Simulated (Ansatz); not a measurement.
**Computed properties of CsHO**

CsHO:
```
CsHO
1.0
    2.16593    -5.71072     0.00000
    2.16593     5.71072     0.00000
    0.00000     0.00000     4.49940
Cs H O
2 2 2
Direct
  0.86162   0.13838   0.73370
  0.13838   0.86162   0.23370
  0.53488   0.46512   0.61061
  0.46512   0.53488   0.11061
  0.59408   0.40592   0.76540
  0.40592   0.59408   0.26540
```

Space group Cmc2_1 (No. 36); conventional cell a = 4.3319 Å, b = 11.4214 Å, c = 4.4994 Å, α = β = γ = 90.00°.

Method: DFT-r²SCAN in the program Ansatz with PAW potentials. The cell and atoms are relaxed at this level. Other levels are named where they apply.

### Cell and energy

```
Property                                                              Value
-----------------------------------------------------  --------------------
Volume per atom                                                    18.55 Å³
Density                                                          4.47 g/cm³
Formation energy from the elements (no fitted shifts)  -134 kJ/mol of atoms
```

### Electronic structure

```
Item                                                                                    Result
-----------------------  ---------------------------------------------------------------------
Band gap                                                 4.53 eV (smallest direct gap 4.55 eV)
Valence-band maximum                                                                      at Γ
Conduction-band minimum  at Y (k = 0.500, 0.500, 0.000 in fractions of the reciprocal vectors)
Electron effective mass                                  0.51, 0.56, 1.2 mₑ (principal values)
Hole effective mass                                              2.3 along x, 1.6 along z (mₑ)
```

### Mechanics

```
Item                                  Result
----------------------------------  --------
Bulk modulus (Birch–Murnaghan fit)  21.2 GPa
Pressure derivative B′                   6.5
```

### Charges

```
Quantity                              Value
-------------  ----------------------------
Bader charges  Cs +0.84, H +0.52, O -1.36 e
```

The workflow started from a Materials Project entry (that database holds measured and hypothetical structures alike); the Crystallography Open Database copy checked does not list it. Whether it is the stable phase at ambient conditions was not checked. The cell was relaxed with r²SCAN under the symmetry of its start; whether a distortion lowers the energy is not shown. The references are the lowest solids computed at this level, not always the standard phases (solids in place of the gases). Spin–orbit coupling is left out wherever it is not named.

Potentials: the later of the program's two PAW sets.
